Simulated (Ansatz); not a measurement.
Electric field gradients in AlBOs

Method: Ansatz, DFT PBE, scalar-relativistic, plane waves, PAW. Plane waves to 420 eV; Γ-centred k mesh 20×20×20; Fermi-Dirac smearing of 0.15 eV. No spin polarisation.

Relaxed structure:
```
CELL_PARAMETERS angstrom
-1.44655 1.44655 4.15748
1.44655 -1.44655 4.15748
1.44655 1.44655 -4.15748
ATOMIC_POSITIONS crystal
Al 0.32772 0.32772 0.00000
B 0.64127 0.64127 0.00000
Os 0.03101 0.03101 0.00000
```

The cell was built by swapping an element in a database structure (itself possibly hypothetical) and relaxing; it need not be the stable form of this composition. In a metal these results depend on the k mesh and the smearing. Spin–orbit coupling is left out, which matters for gradients at heavy nuclei.

Q: Give V_zz (10²¹ V/m²) and the asymmetry η at each distinct site.

A:
```json
{"atom": "Al (atom 1)", "V_zz": "-2.82", "η": "0.00"}
{"atom": "B (atom 2)", "V_zz": "0.751", "η": "0.00"}
{"atom": "Os (atom 3)", "V_zz": "-3.77", "η": "0.00"}
```